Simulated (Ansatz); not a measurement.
The start is a generated trial cell of Nb in the AFLOW prototype A_oC8_64_f (A11, as in Ga). The structure is fully relaxed (lattice and positions, P = 0) with PBEsol (plane waves to 420 eV, PAW, scalar-relativistic; Ansatz, a first-principles code). The first steps use a coarse 9×9×8 k-mesh.

Starting cell:
```
CELL_PARAMETERS angstrom
      2.19711    -3.72144     0.00000
      2.19711     3.72144     0.00000
      0.00000     0.00000     4.39520
ATOMIC_POSITIONS crystal
  Nb 0.34510 0.65490 0.58100
  Nb 0.65490 0.34510 0.41900
  Nb 0.84510 0.15490 0.91900
  Nb 0.15490 0.84510 0.08100
```

```yaml
outcome: The space group goes from Cmce (No. 64) to Fmmm (No. 69), with 2 atoms in the primitive cell
energy_released: about 1.1 eV/atom
volume_change: +1.5 %, from 17.97 to 18.24 Å³/atom
Shortest distances (start → end): "The closest pairs of elements (up to four, under 3.6 Å), start → end: Nb–Nb 2.41 → 2.71 Å"
band_gap_at_the_end: zero (metallic)
optimiser_moves: 21
```

It ends as:

```cif
data_Nb8
_chemical_formula_sum 'Nb8'
_space_group_name_H-M_alt 'Fmmm'
_space_group_IT_number 69
_space_group_name_Hall '-F 2 2'
_cell_length_a 3.18549
_cell_length_b 4.57272
_cell_length_c 10.01974
_cell_angle_alpha 90.000
_cell_angle_beta 90.000
_cell_angle_gamma 90.000
loop_
_space_group_symop_operation_xyz
  'x, y, z'
  '-x, -y, -z'
  '-x, -y, z'
  'x, y, -z'
  'x, -y, -z'
  '-x, y, z'
  '-x, y, -z'
  'x, -y, z'
  'x, y+1/2, z+1/2'
  '-x, -y+1/2, -z+1/2'
  '-x, -y+1/2, z+1/2'
  'x, y+1/2, -z+1/2'
  'x, -y+1/2, -z+1/2'
  '-x, y+1/2, z+1/2'
  '-x, y+1/2, -z+1/2'
  'x, -y+1/2, z+1/2'
  'x+1/2, y, z+1/2'
  '-x+1/2, -y, -z+1/2'
  '-x+1/2, -y, z+1/2'
  'x+1/2, y, -z+1/2'
  'x+1/2, -y, -z+1/2'
  '-x+1/2, y, z+1/2'
  '-x+1/2, y, -z+1/2'
  'x+1/2, -y, z+1/2'
  'x+1/2, y+1/2, z'
  '-x+1/2, -y+1/2, -z'
  '-x+1/2, -y+1/2, z'
  'x+1/2, y+1/2, -z'
  'x+1/2, -y+1/2, -z'
  '-x+1/2, y+1/2, z'
  '-x+1/2, y+1/2, -z'
  'x+1/2, -y+1/2, z'
loop_
_atom_site_label
_atom_site_type_symbol
_atom_site_symmetry_multiplicity
_atom_site_Wyckoff_symbol
_atom_site_fract_x
_atom_site_fract_y
_atom_site_fract_z
_atom_site_occupancy
Nb1 Nb 8 i 0.00000 0.00000 0.13517 1
```
(The calculation used a cell of 2 atoms; values per cell refer to that cell.)

Final values are on a 18×18×18 k-mesh of the relaxed cell. The start holds a very short contact (Nb–Nb 2.41 Å). No spin polarisation in the result.

The run could not lose the symmetry of its start, so the end can be a saddle point.

The relaxed structure here is a generated cell of Nb: the first start was made by placing the elements on the sites of a structure type, and the end was not matched to a known phase here, so it may be hypothetical. Known forms of Nb include space group No. 229.
